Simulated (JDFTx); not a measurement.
System: Au(100) (Fm-3m bulk; lattice of mp-81, not re-optimised at this level), 1x1 cell of 4 atoms in 4 planes, area 8.70 Å² a face, 6.2 Å between the outermost planes in a cell 22.3 Å high; k mesh 8×8×1, Fermi width 0.01 Ha, no spin polarisation.

All numbers are PBE, GBRV ultrasoft potentials, plane waves to 20/100 Ha results from a modified build of JDFTx, not measurements. Liquid: CANDLE, water, 1 M NaF. Between zero charge and 0.34 V from it the run gives σ = 4.0 μC/cm², a mean capacitance of 11.6 μF/cm². The liquid has ε = 78.4, a 1:1 salt at 1 M with linear (Debye) response, and T = 298 K.

A calculation by hand: the Debye length, the diffuse-layer capacitance, and the inner capacitance that is left when the two stand in series.

Each ion has density c = 1 × 6.022×10⁻⁴ = 6.022e-04 Å⁻³. λ² = ε kT / (8π (e²/4πε₀) c) with kT = 0.02568 eV and e²/4πε₀ = 14.40 eV Å gives λ = 3.04 Å; the log prints 3.04 Å. C_diffuse = ε₀ε/λ = 228 μF/cm². Then 1/C_inner = 1/11.6 − 1/228, so C_inner = 12.2 μF/cm², which equals a vacuum gap of ε₀/C_inner = 0.72 Å. The diffuse layer takes 5 % of the potential drop; the rest lies between the electrode's charge and the onset of the dielectric, with the electrode's own (quantum) capacitance in it. The split is a model: in the calculation solvent and ions share one smooth cavity.
